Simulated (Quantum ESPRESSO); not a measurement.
## Rh4AuTiSnTa (input and log of a self-consistent run)

Simulated, not a measurement. The program is pw.x of Quantum ESPRESSO 7.5 (plane-wave density functional theory). The cell is made up: eight metal atoms on a hexagonal close-packed lattice, with elements, volume, strain and displacements drawn at random and not relaxed, so it may be unstable or far from any real phase. PseudoDojo standard norm-conserving files set the functional (PBE unless stated); there is no spin polarisation or spin-orbit coupling, the Fermi-Dirac width of 0.25 eV means electrons at about 2900 K, and the masses in the input are unused placeholders. The tin pseudopotential is less sure than most, with forces differing by about three percent from a second method on plain tin. Heavy elements are run without spin-orbit coupling, which real alloys of them have. A spin test at this wide smearing found no moment, but such smearing suppresses magnetism that the real alloy may have.

Input:

```
&control calculation='scf', pseudo_dir='./dojo.nc.sr.pbe.v0_5.standard.upf', outdir='./o', disk_io='minimal', tprnfor=.true., tstress=.true. /
&system ibrav=0, nat=8, ntyp=5, nbnd=79, ecutwfc=87.97787729, nosym=.true., tot_charge=0,
 occupations='smearing', smearing='fd', degauss=0.0183746611
/
&electrons conv_thr=1.470e-08, electron_maxstep=70, mixing_beta=0.5 /
ATOMIC_SPECIES
Au 1.0 Au.upf
Rh 1.0 Rh.upf
Sn 1.0 Sn.upf
Ta 1.0 Ta.upf
Ti 1.0 Ti.upf
CELL_PARAMETERS angstrom
4.3481 -2.5108 0.0429
-2.9381 0.0113 -4.6886
2.8288 4.9004 0.056
ATOMIC_POSITIONS angstrom
Rh 0.038 0.0112 -0.0239
Au 1.2494 2.4753 0.112
Rh -0.0323 1.5997 -2.3394
Ti 1.3003 4.0943 -2.4602
Sn 2.834 -0.0207 -0.0997
Rh 4.5364 2.3339 0.1664
Rh 1.2856 -0.7046 -2.177
Ta 2.9224 1.6352 -2.2998
K_POINTS automatic
5 5 4 1 1 1
```

The log is shortened where brackets say so; the opening notice, blank lines, dates and the lines on written files are dropped, and the path of the files is cut. It prints rydbergs, bohrs and kilobars, and counts compression as positive stress. Its total energy is the free energy E - TS of the whole cell.

```
     Program PWSCF v.7.5
     Parallel version (MPI & OpenMP), running on       4 processor cores
     Number of MPI processes:                 4
     Threads/MPI process:                     1
     [start-up lines left out]
     bravais-lattice index     =            0
     lattice parameter (alat)  =       9.4886  a.u.
     unit-cell volume          =     891.9519 (a.u.)^3
     number of atoms/cell      =            8
     number of atomic types    =            5
     number of electrons       =       126.00
     number of Kohn-Sham states=           79
     kinetic-energy cutoff     =      87.9779  Ry
     charge density cutoff     =     351.9115  Ry
     scf convergence threshold =      1.5E-08
     mixing beta               =       0.5000
     number of iterations used =            8  plain     mixing
     Exchange-correlation= PBE
                           (   1   4   3   4   0   0   0)
     [axes and pseudopotential details left out]
   Cartesian axes
     site n.     atom                  positions (alat units)
         1        Rh     tau(   1) = (   0.0075680   0.0022306  -0.0047599  )
         2        Au     tau(   2) = (   0.2488275   0.4929749   0.0223057  )
         3        Rh     tau(   3) = (  -0.0064328   0.3185925  -0.4659094  )
         4        Ti     tau(   4) = (   0.2589647   0.8154111  -0.4899676  )
         5        Sn     tau(   5) = (   0.5644127  -0.0041226  -0.0198560  )
         6        Rh     tau(   6) = (   0.9034587   0.4648140   0.0331398  )
         7        Rh     tau(   7) = (   0.2560370  -0.1403265  -0.4335662  )
         8        Ta     tau(   8) = (   0.5820183   0.3256626  -0.4580227  )
     number of k points=    50  Fermi-Dirac smearing, width (Ry)=  0.0184
                       cart. coord. in units 2pi/alat
        k(    1) = (   0.1445180   0.0469132  -0.1975415), wk =   0.0400000
        k(    2) = (   0.2563165   0.2393319  -0.2671360), wk =   0.0400000
     [further k points left out]
     Dense  grid:    99409 G-vectors     FFT dimensions: (  60,  64,  64)
     Estimated max dynamical RAM per process >     390.73 MB
     Estimated total dynamical RAM >       1.46 GB
     Initial potential from superposition of free atoms
     starting charge     125.9933, renormalised to     126.0000
     Starting wfcs are   79 randomized atomic wfcs
     total cpu time spent up to now is        6.0 secs
     per-process dynamical memory:   296.0 Mb
     Self-consistent Calculation
     iteration #  1     ecut=    87.98 Ry     beta= 0.50
     Davidson diagonalization with overlap
     ethr =  1.00E-02,  avg # of iterations =  5.3
     total cpu time spent up to now is       21.3 secs
     total energy              =   -1639.95320601 Ry
     estimated scf accuracy    <       2.57023830 Ry
     iteration #  2     ecut=    87.98 Ry     beta= 0.50
     Davidson diagonalization with overlap
     ethr =  2.04E-03,  avg # of iterations =  3.4
     total cpu time spent up to now is       36.5 secs
     total energy              =   -1640.63643440 Ry
     estimated scf accuracy    <      10.61684461 Ry
     iteration #  3     ecut=    87.98 Ry     beta= 0.50
     Davidson diagonalization with overlap
     ethr =  2.04E-03,  avg # of iterations =  2.5
     total cpu time spent up to now is       50.2 secs
     total energy              =   -1641.29112511 Ry
     estimated scf accuracy    <       1.59867090 Ry
     iteration #  4     ecut=    87.98 Ry     beta= 0.50
     Davidson diagonalization with overlap
     ethr =  1.27E-03,  avg # of iterations =  2.4
     total cpu time spent up to now is       62.5 secs
     total energy              =   -1641.35053860 Ry
     estimated scf accuracy    <       0.33956614 Ry
     iteration #  5     ecut=    87.98 Ry     beta= 0.50
     Davidson diagonalization with overlap
     ethr =  2.69E-04,  avg # of iterations =  3.2
     total cpu time spent up to now is       76.3 secs
     total energy              =   -1641.35891826 Ry
     estimated scf accuracy    <       0.24326786 Ry
     [iterations 6 to 11 left out]
     iteration # 12     ecut=    87.98 Ry     beta= 0.50
     Davidson diagonalization with overlap
     ethr =  1.50E-07,  avg # of iterations =  2.0
     total cpu time spent up to now is      162.4 secs
     total energy              =   -1641.39282142 Ry
     estimated scf accuracy    <       0.00008238 Ry
     iteration # 13     ecut=    87.98 Ry     beta= 0.50
     Davidson diagonalization with overlap
     ethr =  6.54E-08,  avg # of iterations =  1.0
     total cpu time spent up to now is      173.5 secs
     total energy              =   -1641.39282788 Ry
     estimated scf accuracy    <       0.00000105 Ry
     iteration # 14     ecut=    87.98 Ry     beta= 0.50
     Davidson diagonalization with overlap
     ethr =  8.29E-10,  avg # of iterations =  2.5
     total cpu time spent up to now is      186.4 secs
     total energy              =   -1641.39282806 Ry
     estimated scf accuracy    <       0.00000016 Ry
     iteration # 15     ecut=    87.98 Ry     beta= 0.50
     Davidson diagonalization with overlap
     ethr =  1.26E-10,  avg # of iterations =  2.0
     total cpu time spent up to now is      198.0 secs
     total energy              =   -1641.39282807 Ry
     estimated scf accuracy    <       0.00000013 Ry
     iteration # 16     ecut=    87.98 Ry     beta= 0.50
     Davidson diagonalization with overlap
     ethr =  1.06E-10,  avg # of iterations =  1.0
     total cpu time spent up to now is      208.8 secs
     End of self-consistent calculation
     [lines on levels left out]
!    total energy              =   -1641.39282808 Ry
     estimated scf accuracy    <          9.4E-09 Ry
     smearing contrib. (-TS)   =      -0.11801933 Ry
     internal energy E=F+TS    =   -1641.27480876 Ry
     The total energy is F=E-TS. E is the sum of the following terms:
     one-electron contribution =    -454.83174735 Ry
     hartree contribution      =     304.72520238 Ry
     xc contribution           =    -294.73975138 Ry
     ewald contribution        =   -1196.42851241 Ry
     convergence has been achieved in  16 iterations
     Forces acting on atoms (cartesian axes, Ry/au):
     atom    1 type  2   force =    -0.01467146   -0.01905206    0.04333038
     atom    2 type  1   force =     0.06383971   -0.02481725   -0.02052208
     atom    3 type  2   force =    -0.00464613    0.03644021   -0.01422186
     atom    4 type  5   force =     0.01313156    0.01233530    0.04263420
     atom    5 type  3   force =     0.01853726   -0.02515626    0.04366185
     atom    6 type  2   force =    -0.06156422    0.05830528   -0.01897997
     atom    7 type  2   force =     0.00900241   -0.07214688   -0.03963433
     atom    8 type  4   force =    -0.02362914    0.03409166   -0.03626819
     Total force =     0.177730     Total SCF correction =     0.000364
     Computing stress (Cartesian axis) and pressure
          total   stress  (Ry/bohr**3)                   (kbar)     P=       -3.69
   0.00007047  -0.00018864  -0.00022619           10.37      -27.75      -33.27
  -0.00018864  -0.00004194  -0.00022778          -27.75       -6.17      -33.51
  -0.00022619  -0.00022778  -0.00010376          -33.27      -33.51      -15.26
     init_run     :      5.59s CPU      5.87s WALL (       1 calls)
     electrons    :    197.52s CPU    202.87s WALL (       1 calls)
     forces       :      2.00s CPU      2.00s WALL (       1 calls)
     stress       :      6.97s CPU      6.98s WALL (       1 calls)
     [timing details left out]
     PWSCF        :   3m32.21s CPU   3m37.88s WALL
     JOB DONE.
```

In other units: free energy -22332.287 eV for the cell, pressure -0.37 GPa, largest force component 1.855 eV/Å in size. The run took 220 s of wall time with four MPI processes on a shared machine (Intel Xeon, 2023 or later, virtual cores), so the time is rough. A rerun of this cell at a higher cutoff and on a denser mesh moved values by no more than 0.003 eV in energy, 0.07 GPa in stress and 0.004 eV/Å in force, and a second program with other atomic files agreed on that cell to 2 % rms in force and 0.5 GPa in pressure.